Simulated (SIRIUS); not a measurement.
A self-consistent single point of CdS (F-43m, 8 atoms in the cell; from Materials Project mp-2469, changed as shown) with SIRIUS.

Computed with PBE, GBRV PBE ultrasoft pseudopotentials (plane waves; SIRIUS).

The change in words: lattice scaled by 0.98. Reference geometry (F-43m):
```
CELL_PARAMETERS angstrom
      5.88591     0.00000     0.00000
      0.00000     5.88591     0.00000
      0.00000     0.00000     5.88591
ATOMIC_POSITIONS crystal
  Cd 0.00000 0.00000 0.00000
  Cd 0.00000 0.50000 0.50000
  Cd 0.50000 0.00000 0.50000
  Cd 0.50000 0.50000 0.00000
  S  0.25000 0.25000 0.75000
  S  0.25000 0.75000 0.25000
  S  0.75000 0.25000 0.25000
  S  0.75000 0.75000 0.75000
```

Reference input (self-consistent single point, DFT, PBE, plane waves, GBRV PBE ultrasoft pseudopotentials): parameters.ngridk = 6 6 6; parameters.xc_functionals = [XC_GGA_X_PBE, XC_GGA_C_PBE]; parameters.gk_cutoff = 6.325 1/bohr; parameters.pw_cutoff = 14.143 1/bohr; parameters.smearing = fermi_dirac; parameters.smearing_width = 0.00183747 Ha; potentials = GBRV PBE ultrasoft pseudopotentials; parameters.electronic_structure_method = pseudopotential; parameters.num_bands = 43; parameters.num_mag_dims = 0; parameters.num_dft_iter = 100; parameters.energy_tol = 1e-07 Ha. This run's input differs from it in these lines:

```diff
@@ -32,5 +32,5 @@
     "lattice_vectors": [
-      [11.1227578942, 0.0, 0.0],
-      [0.0, 11.1227578942, 0.0],
-      [0.0, 0.0, 11.1227578942]
+      [10.9003031143, 0.0, 0.0],
+      [0.0, 10.9003031143, 0.0],
+      [0.0, 0.0, 10.9003031143]
     ],
```

Output (repeated stretches shortened):

```
[find] density tolerance         : 1e-06
[find] total energy tolerance    : 1e-07
[find] iter_solver_tol (initial) : 0.01
[find] iter_solver_tol (target)  : 1e-13
[find] num_dft_iter              : 100
Charges and magnetic moments
--------------------------------------------------------------------------------
total charge          : 72.000000
[find] | SCF iteration   0 out of 100|
[diagonalize] iterative solver tolerance (occupied, empty): 0.01 0.01
[diagonalize] average number of iterations: 2.05
[find] Charges and magnetic moments
[find] total charge          : 72.000000
[find] Energy
   [... lines left out ...]

[find] Charges and magnetic moments
[find] total charge          : 72.000000
[find] Energy
[find] smearing (-TS)                 :      -0.00000001
[find] Total energy                   :    -277.81817030 (Ha),    -555.63634060 (Ry)
[find] Free energy (E-TS)             :    -277.81817031 (Ha),    -555.63634062 (Ry)
[find] band gap (eV)                  :       1.18223887
[find] Efermi                         :       0.24648341
[find] iteration : 13, RMS (target) : 6.9495e-07 (1.0000e-06) , energy difference (target) : -1.4836e-11 (1.0000e-07)
[find] bands are converged : true
[find] iterative solver converged : true
[find] converged after 14 SCF iterations!
[find] Charges and magnetic moments
[find] total charge          : 72.000000
[find] Energy
[find] smearing (-TS)                 :      -0.00000001
[find] Total energy                   :    -277.81817030 (Ha),    -555.63634060 (Ry)
[find] Free energy (E-TS)             :    -277.81817031 (Ha),    -555.63634062 (Ry)
[find] band gap (eV)                  :       1.18223887
[find] Efermi                         :       0.24648341
[ground_state] === stress tensor components [kbar] ===
[ground_state] === stress_total ===
[ground_state]   -53.827968   -0.000000    0.000000
[ground_state]    -0.000000  -53.827968    0.000000
[ground_state]     0.000000    0.000000  -53.827968
[ground_state] ==== total Forces in Ha/bohr =====
[ground_state] atom:    0, force:       0.0000000      0.0000000      0.0000000
   [... zero for the other atoms too ...]
```

The run converged in 14 iterations. SIRIUS prints the stress tensor with tension positive. Against the reference run the free energy rises by 32.0 meV/atom, the pressure goes from 1.24 to 5.38 GPa and the gap on the mesh goes from 1.057 to 1.182 eV.

The structure comes from a collection of computed structures, made at another level of theory; the collection holds predicted forms beside known ones.

Cost on one core: very roughly 2.2 core-minutes.

The gap that the log prints is read on the run's mesh, which can miss the band edges or a crossing.
